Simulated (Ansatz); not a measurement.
## SiC: Electric field gradients

The cell is a Materials Project structure (computed, not necessarily an observed phase), taken as it stands.

```
Si C
1.0
     3.07718    0.00000    0.00000
    -1.53859    2.66492    0.00000
     0.00000    0.00000   20.12563
Si C
8 8
Direct
  0.33333 0.66667 0.87520
  0.33333 0.66667 0.62499
  0.00000 0.00000 0.00009
  0.66667 0.33333 0.75010
  0.66667 0.33333 0.37520
  0.33333 0.66667 0.25010
  0.00000 0.00000 0.50009
  0.66667 0.33333 0.12499
  0.33333 0.66667 0.34413
  0.66667 0.33333 0.21872
  0.66667 0.33333 0.84413
  0.00000 0.00000 0.59385
  0.33333 0.66667 0.96893
  0.00000 0.00000 0.09385
  0.33333 0.66667 0.71872
  0.66667 0.33333 0.46893
```

Sites (sets of like atoms) are named by element and the number of their first atom in this list.

All values are calculated (Ansatz; DFT, HSE06, plane waves and PAW (field gradients read without the response of the frozen cores, which leaves them typically 4 to 6 % off), scalar-relativistic, 420 eV cutoff, Γ-centred 6×6×1 k-points, Fermi–Dirac smearing 0.02 eV), not measured.

C_Q = eQV_zz/h, which is 24.18 MHz for Q = 1 b and V_zz = 10²¹ V/m²; η = (V_xx − V_yy)/V_zz. Directions are in the Cartesian axes of the cell vectors above, for the atom listed; none is given where the gradient is under 0.02 or η is above 0.95.

(1) What field gradients does the calculation give at each kind of site?

Results:

(1) 

```
site  first atom          first shell  V_zz (10²¹ V/m²)     η  direction of V_zz (x, y, z)
 Si1           1   4 C at 1.88–1.89 Å              0.20  0.00               0.00 0.00 1.00
 Si2           2   4 C at 1.88–1.89 Å              0.17  0.00               0.00 0.00 1.00
 Si3           3   4 C at 1.88–1.89 Å              0.14  0.00               0.00 0.00 1.00
 Si4           4        4 C at 1.89 Å            -0.071  0.00               0.00 0.00 1.00
  C9           9  4 Si at 1.88–1.89 Å              0.23  0.00               0.00 0.00 1.00
 C10          10       4 Si at 1.89 Å             0.066  0.00               0.00 0.00 1.00
 C12          12  4 Si at 1.88–1.89 Å             0.028  0.00               0.00 0.00 1.00
 C13          13  4 Si at 1.88–1.89 Å             0.025  0.00               0.00 0.00 1.00
```

An axis of threefold or higher order runs through Si1, Si2, Si3, Si4, C9 and C10 and others, so V_zz lies along it and η is zero.
